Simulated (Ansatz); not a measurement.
B2Ru:
```cif
data_B4Ru2
_chemical_formula_sum 'B4 Ru2'
_space_group_name_H-M_alt 'P 1'
_space_group_IT_number 1
_cell_length_a 2.84943
_cell_length_b 4.62552
_cell_length_c 4.02414
_cell_angle_alpha 90.000
_cell_angle_beta 90.000
_cell_angle_gamma 90.000
loop_
_space_group_symop_operation_xyz
  'x, y, z'
loop_
_atom_site_label
_atom_site_type_symbol
_atom_site_fract_x
_atom_site_fract_y
_atom_site_fract_z
_atom_site_occupancy
B1 B 0.00000 0.80393 0.36254 1
B2 B 0.00000 0.19607 0.36254 1
B3 B 0.50000 0.69607 0.63746 1
B4 B 0.50000 0.30393 0.63746 1
Ru1 Ru 0.00000 0.00000 0.84859 1
Ru2 Ru 0.50000 0.50000 0.15141 1
```

Relaxed with PBEsol.

Problem. Which orbitals make up the states near the Fermi level in the program Ansatz at the PBEsol level (PAW)?

Solution. Within 0.5 eV of the Fermi level: Ru 4d 61 %, B 2p 35 %. Projections are on Löwdin-orthogonalised atomic valence shells; empty p or d shells of many metals are not among them.

Problem. Tabulate the density of states.

Solution. States/eV per cell of 6 atoms, in 0.25 eV bins, energy from the Fermi level.

```tsv
E (eV)	total	Ru 4d	B 2p	B 2s
-7.85	1.75	0.61	0.61	0.41
-7.60	1.93	0.72	0.72	0.37
-7.35	1.79	0.68	0.73	0.26
-7.10	2.06	0.83	0.84	0.25
-6.85	2.39	1.01	0.99	0.24
-6.60	2.05	0.93	0.84	0.18
-6.35	2.50	1.33	0.92	0.14
-6.10	2.84	1.46	1.12	0.14
-5.85	3.48	1.90	1.31	0.15
-5.60	3.34	1.83	1.26	0.15
-5.35	4.03	2.22	1.54	0.17
-5.10	4.22	2.38	1.57	0.17
-4.85	3.69	2.16	1.27	0.16
-4.60	4.37	2.59	1.47	0.19
-4.35	4.43	2.62	1.54	0.16
-4.10	4.80	2.81	1.75	0.14
-3.85	4.00	2.47	1.37	0.08
-3.60	4.86	2.87	1.76	0.12
-3.35	5.48	3.25	1.95	0.14
-3.10	4.03	2.40	1.40	0.12
-2.85	2.53	1.36	1.00	0.08
-2.60	1.66	0.93	0.63	0.05
-2.35	1.66	1.21	0.40	0.02
-2.10	2.16	1.68	0.44	0.02
-1.85	2.65	2.17	0.43	0.02
-1.60	2.49	2.03	0.41	0.03
-1.35	2.26	1.83	0.38	0.03
-1.10	1.32	0.99	0.29	0.02
-0.85	1.10	0.82	0.24	0.02
-0.60	1.01	0.74	0.22	0.02
-0.35	1.12	0.79	0.29	0.02
-0.10	1.05	0.67	0.33	0.02
0.15	1.57	0.92	0.57	0.05
0.40	2.93	1.63	1.14	0.10
0.65	2.79	1.65	0.98	0.11
0.90	2.75	1.65	0.92	0.13
1.15	2.74	1.58	0.95	0.15
1.40	2.64	1.51	0.91	0.15
1.65	2.12	1.18	0.77	0.12
1.90	1.68	0.89	0.64	0.10
2.15	1.82	0.90	0.76	0.10
2.40	1.81	0.83	0.81	0.11
2.65	1.74	0.75	0.83	0.11
2.90	1.42	0.57	0.69	0.10
3.15	1.34	0.50	0.67	0.10
3.40	1.38	0.49	0.70	0.12
3.65	1.36	0.46	0.70	0.12
3.90	1.48	0.50	0.76	0.15
4.15	0.35	0.11	0.18	0.04
4.40	0.90	0.25	0.39	0.18
4.65	2.09	0.54	0.89	0.47
```

Space group Pmmn. The workflow started from a Materials Project entry (that database holds measured and hypothetical structures alike); the Crystallography Open Database files this formula in space group No. 59, but the cells were not matched. Whether it is the stable phase at ambient conditions was not checked. The cell was relaxed with PBEsol under the symmetry of its start; whether a distortion lowers the energy is not shown. The run is not spin-polarised. Scalar-relativistic: spin–orbit coupling is off unless named, which matters more the heavier the elements.

Potentials: the later of the program's two PAW sets.
